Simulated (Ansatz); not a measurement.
Consider the following.

IrW (rock salt, Fm-3m), a = 5.2014 Å, b = 5.2014 Å, c = 5.2014 Å, α = 90.00°, β = 90.00°, γ = 90.00°; the cell used has 2 atoms.

This is the PBE-relaxed structure.

**Question.** All from PBE (plane waves, PAW; program Ansatz), unless another level is named. Predict the density of states at the Fermi level.

**Answer.** 0.95 states/eV per atom (mean over ±0.08 eV).

**Question.** Give the formation energy from the elements (no fitted shifts).

**Answer.** 80 kJ/mol-atom.

The start of the workflow was typed in or built on a structure type; neither database checked (COD, Materials Project) lists it. COD files the formula under space group No. 51. Its standing as an ambient phase is unchecked. The PBE relaxation kept the symmetry of its start; its stability against distortions is not shown here. No spin polarisation was allowed. The volume moved by 18 % from the start of the relaxation. Its formation energy is positive at this level, so the cell may be metastable or incomplete. The references are the lowest solids computed at this level, not always the standard phases. Scalar-relativistic: spin–orbit coupling is off unless named, which matters more the heavier the elements.

Potentials: the earlier of the program's two PAW sets.
